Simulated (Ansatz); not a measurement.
# CaHO4, a known structure type with other elements, at an estimated volume

```
CELL_PARAMETERS angstrom
0.00000 4.99652 0.00000
4.99652 0.00000 0.00000
2.49826 2.49826 -5.41961
ATOMIC_POSITIONS crystal
Ca 0.87500 0.62500 0.75000
Ca 0.12500 0.37500 0.25000
H 0.37500 0.12500 0.75000
H 0.62500 0.87500 0.25000
O 0.21920 0.36130 0.57880
O 0.86130 0.20200 0.07880
O 0.70200 0.05990 0.57880
O 0.55990 0.71920 0.07880
O 0.78080 0.63870 0.42120
O 0.13870 0.79800 0.92120
O 0.29800 0.94010 0.42120
O 0.44010 0.28080 0.92120
```

Single point in Ansatz 0.2.0 with r2SCAN, no spin polarisation. Cutoff 500 eV, PAW datasets, 6×6×6 Γ-centred k mesh, gaussian filling (width 0.265 eV).

Stress: The pressure is -9.1 GPa (compression positive), so with the atoms held at these fractions the cell would first shrink; the forces are large, so a full relaxation may end otherwise. The principal stresses -10.4, -10.4, -6.3 GPa differ, so its shape would change too.
Charges: Bader charges in e: Ca +1.59, H +0.58, O -0.54. In the mean Ca gives up most and O takes most.
At the Fermi level: It is a metal, with about 19 states/eV a cell as the mean within 0.25 eV of the Fermi level, mostly O p (99 %).
Formation energy: 0.37 eV an atom against the elements' usual phases (free molecules for gases, crystals otherwise, with no correction for O₂ or N₂), so at this geometry it isn't bound against them. Relaxing would lower it.
Forces: The largest is on O6 (and as large on other atoms): 1.45 eV/Å, components (-1.16, -0.63, -0.61). It makes 9° with the line to a nearest neighbour, H4 at 1.70 Å, pointing towards it.
Contacts: H–O at 1.70 Å: least valence density 0.34 e/Å³ and ELF 0.42 there. Ca–O at 2.33 Å: least valence density 0.27 e/Å³ and ELF 0.07 there. Both are smooth PAW fields, read partly inside the augmentation spheres.

Origin: a known structure type with other elements, at an estimated volume, so it need not be a known compound. Caveats: many states at the Fermi level without spin polarisation, so a magnetic state may lie lower; wide smearing.
